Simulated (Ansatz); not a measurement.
The cell is InGa3As4 as one 8-atom ordering (Cm) on the zincblende lattice; cell and atoms were relaxed with r2SCAN. Space group Cm (No. 8), monoclinic; a = 13.547 Å, b = 4.083 Å, c = 7.085 Å, β = 100.0° in the conventional setting, 24.12 Å³ an atom. Ga has 4 As at 2.46–2.50 Å; Ga has 4 As at 2.45–2.49 Å; Ga has 4 As at 2.43–2.47 Å; In has 4 As at 2.59–2.63 Å; As has 3 Ga at 2.48 Å and 1 In at 2.63 Å; As has 4 Ga at 2.47–2.50 Å; As has 3 Ga at 2.46 Å and 1 In at 2.61 Å; As has 2 Ga at 2.43–2.45 Å and 2 In at 2.59 Å.

```cif
data_structure
_symmetry_space_group_name_H-M 'P 1'
_symmetry_Int_Tables_number 1
_cell_length_a 7.0743
_cell_length_b 7.0743
_cell_length_c 7.0849
_cell_angle_alpha 99.528
_cell_angle_beta 99.528
_cell_angle_gamma 33.545
_cell_volume 192.98
loop_
_atom_site_label
_atom_site_type_symbol
_atom_site_fract_x
_atom_site_fract_y
_atom_site_fract_z
_atom_site_occupancy
Ga1 Ga 0.99758 0.99758 0.99462 1
Ga2 Ga 0.50237 0.50237 0.50539 1
Ga3 Ga 0.25047 0.25047 0.74980 1
In1 In 0.74923 0.74923 0.24929 1
As1 As 0.55220 0.55220 0.18399 1
As2 As 0.06549 0.06549 0.68874 1
As3 As 0.81363 0.81363 0.92308 1
As4 As 0.31904 0.31904 0.45511 1
```

3 runs of the PAW code Ansatz on this cell differ in the functional (and in the settings that go with it). Levels are in eV from each run's valence top; v1 is the last filled band, c1 the first empty one.

Run A, mean stress +0.3 GPa (compression positive):
```tsv
point	v5	v3	v1	c1	c2	c3
Γ	-1.25	-0.08	0.00	0.88	1.67	2.66
C	-3.14	-2.17	-1.47	2.80	2.98	3.31
Y₂	-1.23	-0.90	-0.46	1.56	1.77	2.00
M₂	-2.23	-1.93	-0.54	2.58	2.65	2.72
```

Run B, mean stress 0.0 GPa (compression positive):
```tsv
point	v5	v3	v1	c1	c2	c3
Γ	-1.21	-0.11	0.00	0.49	1.28	2.26
C	-3.01	-2.08	-1.42	2.43	2.60	2.89
Y₂	-1.20	-0.88	-0.43	1.18	1.34	1.66
M₂	-2.15	-1.86	-0.51	2.18	2.24	2.28
```

Run C, mean stress +2.5 GPa (compression positive):
```tsv
point	v5	v3	v1	c1	c2	c3
Γ	-1.17	-0.12	0.00	0.05	0.92	1.96
C	-2.93	-2.01	-1.37	2.12	2.28	2.54
Y₂	-1.15	-0.84	-0.42	0.83	1.00	1.35
M₂	-2.11	-1.84	-0.50	1.88	1.91	1.96
```

Task: Match the runs to PBE, r2SCAN, HSE06.

Result: A is HSE06, B is r2SCAN, C is PBE. In order of the gap: PBE 0.05, r2SCAN 0.49, HSE06 0.88 eV. The stress vanishes for r2SCAN, which relaxed the cell.

The calculation is spin-unpolarised, and the structure need not be a phase that has been made.

No spin-orbit coupling is included; it can move band edges with weight on the heavy atoms by tenths of an eV.

The program warns that its thresholds are loose for a hybrid's stress.

Gaps or overlaps of about a tenth of an eV are at the limit of these meshes: between the points read a gap can be smaller or closed.

The meshes of the hybrids are coarse, so their gaps aren't converged to the digits shown.
